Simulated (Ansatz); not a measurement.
Input and command of a plane-wave DFT calculation in Ansatz:

```yaml
crystal:
  lattice:
    - [0.0, 3.0720842694, 3.0720842694]
    - [3.0720842694, 0.0, 3.0720842694]
    - [3.0720842694, 3.0720842694, 0.0]
  atoms:
    - { symbol: W, position: [0.25, 0.25, 0.25] }
    - { symbol: W, position: [0.75, 0.75, 0.75] }
    - { symbol: W, position: [0.5, 0.5, 0.5] }
    - { symbol: Co, position: [0.0, 0.0, 0.0] }
basis:
  ecutwfc: 420
kpoints:
  mp_grid: { grid: [12, 12, 12] }
hamiltonian:
  xc: pbesol
scf:
  occupations: { method: gaussian, width: 0.1 }
  lower_state_search: "off"
output:
  forces: true
  stress: true
  eigenvalues: true
magnetization:
  spin_polarized: true
  initial_magnetization: 1.88
  spin_locking: { lock_magnetization: hard }
```

```bash
ansatz run input.yaml --threads 1 --pin off --max-ram 2560MiB --backend cpu --events-out ev --progress --plain --runs-dir out
```

Processor: Intel(R) Xeon(R) 6975P-C (Granite Rapids), 1 thread, on a host shared with other jobs.

Estimate time, memory and problem size.

About 10 s on 1 thread of Intel(R) Xeon(R) 6975P-C (Granite Rapids) (shared host), peak memory 0.55 GiB. It solves 37 bands at 72 k points (the mesh reduced by the symmetry that the task leaves, which can be less than the crystal's) with about 1139 plane waves, in 12 SCF iterations.
